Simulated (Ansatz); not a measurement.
BeTe:
```
CELL_PARAMETERS angstrom
      0.00000     2.82856     2.82856
      2.82856     0.00000     2.82856
      2.82856     2.82856     0.00000
ATOMIC_POSITIONS crystal
  Te 0.75000 0.75000 0.75000
  Be 0.00000 0.00000 0.00000
```

Cartesian axes are those of the cell as given.

**Question.** Give the high-frequency dielectric tensor and the Born effective charge tensors of the independent atoms from DFPT, plane-wave PAW r²SCAN (Ansatz code).

**Answer.** 
ε∞:
```
6.88  0.00  0.00
0.00  6.88  0.00
0.00  0.00  6.88
```
Z* of atom 1 (Te), rows: field, columns: displacement, in e:
```
-1.44   0.00   0.00
 0.00  -1.44   0.00
 0.00   0.00  -1.44
```
Z* of atom 2 (Be), rows: field, columns: displacement, in e:
```
1.44  0.00  0.00
0.00  1.44  0.00
0.00  0.00  1.44
```

Static charges for comparison (Bader): Te1 -1.55, Be2 +1.55 e. Born charges measure polarisation by displacement and can exceed these by far.

Space group F-43m (zinc blende). Symmetry was held in the r²SCAN relaxation; of distortions, only those at the zone centre were tested. Scalar-relativistic: spin–orbit coupling is off unless named, which matters more the heavier the elements.

Potentials: the later of the program's two PAW sets.
